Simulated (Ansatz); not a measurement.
**CsSrF$_{3}$: trigonal deformation path**

Computed with DFT LDA, scalar-relativistic, plane waves, PAW in Ansatz 0.2.0. Cutoff 420 eV, Γ-centred 6×6×6 k-points, Gaussian smearing of 0.05 eV. No spin polarisation. Energies are free energies at this smearing, counted from the undisturbed cell; pressure is positive in compression.

Reference structure (as given, not relaxed at this level; it stands at -3.3 GPa, and it needn't be the usual structure):

```xyz
5
Lattice="4.7632 0.0000 0.0000 0.0000 4.7632 0.0000 0.0000 0.0000 4.7632" Properties=species:S:1:pos:R:3 pbc="T T T"
Cs    0.0000    0.0000    0.0000
Sr    2.3816    2.3816    2.3816
F     0.0000    2.3816    2.3816
F     2.3816    0.0000    2.3816
F     2.3816    2.3816    0.0000
```

At fixed volume and fractional coordinates, lengths along (0.577, 0.577, 0.577) are scaled against those across it; ρ is that ratio over its starting value.

```csv
ρ,ΔE (meV/atom),pressure (GPa)
0.500,1053.9,2.4
0.600,441.0,-2.9
0.710,169.4,-3.8
0.850,34.3,-3.4
0.930,6.6,-3.3
1.000,0.0,-3.3
1.080,7.0,-3.3
1.200,38.9,-3.5
1.410,141.3,-3.8
1.700,370.0,-3.5
2.000,709.4,-1.5
```

Symmetry holds off the tilts and polar distortions that many cubic perovskites undergo.